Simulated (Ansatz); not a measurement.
# Computed properties of Rh

Rh:
```xyz
4
Lattice="2.6755 0.0000 0.0000 -1.3378 2.3171 0.0000 0.0000 0.0000 8.7270" Properties=species:S:1:pos:R:3 pbc="T T T"
Rh     0.0000     0.0000     0.0000
Rh     0.0000     0.0000     4.3635
Rh     0.0000     1.5447     2.1818
Rh     1.3378     0.7724     6.5453
```

Space group P6_3/mmc (No. 194), dhcp (α-La type); conventional cell a = b = 2.676 Å, c = 8.727 Å, α = β = 90.00°, γ = 120.00°.

Method: PBEsol (plane waves, PAW; program Ansatz). Geometry: relaxed at this level of theory. Other levels are named where they apply.

**Cell and energy**

- Volume per atom: 13.53 Å³
- Density: 12.63 g/cm³

**Electronic structure**

- Electronic character = metallic (no gap)
- Density of states at the Fermi level = 1.4 states/eV per atom (mean over ±0.08 eV)

**Mechanics**

- Bulk modulus (Birch–Murnaghan fit) = 2940 kbar
- Pressure derivative B′ = 5.1
- Elastic constants (relaxed ions, GPa) = C11 = 520, C12 = 188, C13 = 172, C33 = 543, C44 = 124
- Mechanical stability = stable (all eigenvalues of C positive)
- Hill bulk and shear moduli = 294 and 151 GPa
- Young's modulus = 387 GPa
- Poisson's ratio = 0.28
- Debye temperature from the elastic constants = 481 K

The workflow started from a Materials Project entry (that database holds measured and hypothetical structures alike); the Crystallography Open Database copy checked does not list it. It is not the phase usual at ambient conditions (space group No. 225). The cell was relaxed with PBEsol under the symmetry of its start; whether a distortion lowers the energy is not shown. The run is not spin-polarised. As this level gives no gap, shear constants depend on the k-mesh and smearing (Fermi–Dirac, 0.1 eV here). Axis ratios of metals converge slowly with the k-mesh, so a and c are less sure than the volume. On the denser mesh and wider smearing of the elastic run this cell carries a stress of 0.4 GPa. Scalar-relativistic: spin–orbit coupling is off unless named, which matters more the heavier the elements.

Potentials: the later of the program's two PAW sets.
